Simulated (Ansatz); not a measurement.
NbP:
```cif
data_Nb4P4
_chemical_formula_sum 'Nb4 P4'
_space_group_name_H-M_alt 'I41md'
_space_group_IT_number 109
_space_group_name_Hall 'I 4bw -2'
_cell_length_a 3.32039
_cell_length_b 3.32039
_cell_length_c 11.28864
_cell_angle_alpha 90.000
_cell_angle_beta 90.000
_cell_angle_gamma 90.000
loop_
_atom_site_label
_atom_site_type_symbol
_atom_site_symmetry_multiplicity
_atom_site_Wyckoff_symbol
_atom_site_fract_x
_atom_site_fract_y
_atom_site_fract_z
_atom_site_occupancy
Nb1 Nb 4 a 0.00000 0.00000 0.74912 1
P1 P 4 a 0.00000 0.00000 0.16688 1
```
(The calculation used a cell of 4 atoms; values per cell refer to that cell.)

Relaxed at zero pressure with plane-wave PAW PBEsol (Ansatz code).

### Question
The volume is raised by 3 % and shape and atoms relax at that volume. What pressure results, and how do the axes share the change?

### Answer
-5.6 GPa; a 0.8 %, b 0.8 %, c 1.3 %; the energy rises by 8 meV/atom.

### Question
Give the new structure.

### Answer

Space group I4₁md (No. 109); a = b = 3.347 Å, c = 11.441 Å, α = β = γ = 90.00°

| atom | site | symmetry | x | y | z |
|---|---|---|---|---|---|
| Nb | 4a | 2mm. | 0.0000 | 0.0000 | 0.7493 |
| P | 4a | 2mm. | 0.0000 | 0.0000 | 0.1667 |

The phase is kept; no other phase was compared at this pressure.

Space group I4_1md. The PBEsol relaxation kept the symmetry of its start. The run is not spin-polarised.

Potentials: the later of the program's two PAW sets.
